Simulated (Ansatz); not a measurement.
One atom moved along a line in WBrCl₃O

Method: DFT PBE+D3(BJ), scalar-relativistic, plane waves, PAW in Ansatz 0.2.0. Cutoff 420 eV, Γ-centred 8×6×6 k-points, Gaussian smearing of 0.05 eV. Spin–orbit coupling is left out, which can shift energies with elements as heavy as these. No spin polarisation. Energies are free energies at this smearing, counted from the undisturbed cell; pressure is positive in compression.

The undisturbed cell (relaxed at this level; it needn't be the usual structure):

```
W Br Cl O
1.0
     3.90643   -0.00173    0.01265
     1.94032    6.07990   -0.12819
     1.96981   -0.06729    6.19108
W Br Cl O
1 1 3 1
Direct
  0.01111 0.99765 0.99619
  0.80226 0.20282 0.34245
  0.01108 0.32137 0.81811
  0.15021 0.67520 0.17569
  0.34095 0.80495 0.67144
  0.56239 0.99802 0.99613
```

Atom 3 (Cl) is moved by x along the Cartesian unit vector (0.707, 0.707, 0.000); the cell and all other atoms stay fixed.

| x (Å) | ΔE (meV/cell) |
| --- | --- |
| -0.3000 | 445.4 |
| -0.2250 | 238.2 |
| -0.1500 | 100.4 |
| -0.0750 | 23.8 |
| 0.0000 | 0.0 |
| 0.0750 | 21.1 |
| 0.1500 | 79.5 |
| 0.2250 | 168.7 |
| 0.2625 | 222.9 |
| 0.3000 | 282.5 |

Q: Predict the pressure (GPa) at each point.

A:
| x (Å) | pressure (GPa) |
| --- | --- |
| -0.3000 | 4.3 |
| -0.2250 | 3.0 |
| -0.1500 | 1.9 |
| -0.0750 | 0.9 |
| 0.0000 | 0.0 |
| 0.0750 | -0.7 |
| 0.1500 | -1.4 |
| 0.2250 | -1.9 |
| 0.2625 | -2.1 |
| 0.3000 | -2.3 |

Cost: 10 runs of about 2.5 core-minutes in all, on AMD EPYC 9R45 (Zen 5) (shared hosts).